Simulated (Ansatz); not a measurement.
The relaxed structure here is a generated cell of NbP: the first start was made by placing the elements on the sites of a structure type, and the end was not matched to a known phase here, so it may be hypothetical.

One starting cell of NbP (a generated cell, NbP built in the CsCl structure type) was relaxed twice with Ansatz (plane waves, PAW, scalar-relativistic): with r2SCAN at 500 eV and with PBE at 420 eV. The r2SCAN result:

```
NbP
1.0
    3.10774     0.00000     0.00000
    0.00000     3.10774     0.00000
    0.00000     0.00000     3.10774
Nb P
1 1
Direct
  0.00000   0.00000   0.00000
  0.50000   0.50000   0.50000
```

```
quantity                          r2SCAN    PBE
--------------------------------  ------  -----
space group                        Pm-3m  Pm-3m
volume (Å³/atom)                   15.01      …
a (Å)                              3.108      …
gap (eV, no spin-orbit coupling)    0.00      …
```

Task: Fill in the PBE column.

Result: 
- volume (Å³/atom), PBE: 15.04
- a (Å), PBE: 3.110
- gap (eV, no spin-orbit coupling), PBE: 0.00

Both levels end in the same structure; PBE's volume is within 0.5 % of r2SCAN's. Neither column is exact.

No spin polarisation in the result.

The run could not lose the symmetry of its start, so the end can be a saddle point.

All atoms sit on sites fixed by symmetry, so only the cell could relax.

Ansatz is an electronic-structure program.
